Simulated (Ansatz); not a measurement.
## SnPd, a known structure type with other elements, at an estimated volume

```
CELL_PARAMETERS angstrom
4.24528 0.00000 0.00000
0.00000 4.24528 0.00000
0.00000 0.00000 3.65778
ATOMIC_POSITIONS crystal
Sn 0.00000 0.00000 0.00000
Pd 0.00000 0.50000 0.50000
Pd 0.50000 0.00000 0.50000
Sn 0.50000 0.50000 0.00000
```

Single point in Ansatz 0.2.0 with r2SCAN, no spin polarisation. Cutoff 500 eV, PAW datasets, 8×8×9 Γ-centred k mesh, gaussian filling (width 0.0492 eV).

Charges: Bader charges in e: Sn +0.53, Pd -0.53. In the mean Sn gives up most and Pd takes most.
Formation energy: -0.16 eV an atom against the elements' usual phases (free molecules for gases, crystals otherwise, with no correction for O₂ or N₂), so it is bound against them; other compounds may still compete. Relaxing would lower it.
Stress: The pressure is 17.8 GPa (compression positive), so with the atoms held at these fractions the cell would first expand. The principal stresses 15.5, 19.0, 19.0 GPa differ, so its shape would change too.
At the Fermi level: It is a metal, with about 1.5 states/eV a cell as the mean within 0.25 eV of the Fermi level, mostly Sn p (43 %), Pd d (28 %) and Sn s (23 %).

Origin: a known structure type with other elements, at an estimated volume, so it need not be a known compound. Caveats: atoms or cell far from equilibrium.
